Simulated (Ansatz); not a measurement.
The slice is one period of a (1 -1 0 0) plane through atoms; its size isn't given.

All values below come from PBE (plane waves to 420 eV, PAW, scalar-relativistic; Ansatz, an electronic-structure program). Near the nuclei the fields are pseudised (PAW); where an atom keeps semicore shells as valence, they peak there.

```
|@%*=.    .=*%|
|#*+:.    .:+*|
|==:.      .:=|
|:..        ..|
|             |
|             |
|             |
|     ....    |
|     .::.    |
|    ..::..   |
|     .::.    |
|     ....    |
|             |
|             |
|             |
|:..        ..|
|==:.      .:=|
|#*+:.    .:+*|
|@%*=.    .=*%|
|@@#=:    :=#@|
```
Scale: ten equal steps from -0.96 (start of ' ') to 1.68 (end of '@'), in the order ' .:-=+*#%@'. Values: log₁₀ of the valence density in e/Å³. The map has 13 points along u (one character each, u = 0 at the left) and 20 along v (v = 0 in the bottom row). The scale is logarithmic, as a density can span decades between atoms and voids.

```
|xxxx@@**    ....    **@@xx|
|@@@@##--    ----    --##@@|
|##**--    ..====..    --**|
|..      ..--====--..      |
|      ..::--------::..    |
|--------::........::------|
|****==::            ::==**|
|##**==..            ..==**|
|##**--      ....      --**|
|##**--    ..::::..    --**|
|##**--      ....      --**|
|##**==..            ..==**|
|****==::            ::==**|
|--------::........::------|
|      ..::--------::..    |
|..      ..--====--..      |
|##**--    ..====..    --**|
|@@@@##--    ----    --##@@|
|xxxx@@**    ....    **@@xx|
|xxxx@@##..  ....  ..##@@xx|
```
Scale: ten equal steps from 0.10 (start of ' ') to 0.86 (end of '@'), in the order ' .:-=+*#%@'. Values: electron localisation function (ELF). The map has 13 points along u (two characters each, u = 0 at the left) and 20 along v (v = 0 in the bottom row). Points within 0.5 Å of a nucleus are blanked (x), as the pseudised field means little there.

Problem. Which relaxed crystal do these maps come from?
(A) Ti (hcp, Mg type)
(B) Lu (hcp, Mg type)
(C) Zr (hcp, Mg type)

Solution. B, Lu (hcp, Mg type). Atoms on the slice: Lu at (0.00, 0.00)

All were relaxed with their symmetry unable to fall. Lu is run without spin polarisation. Ti is run without spin polarisation. Zr is run without spin polarisation.
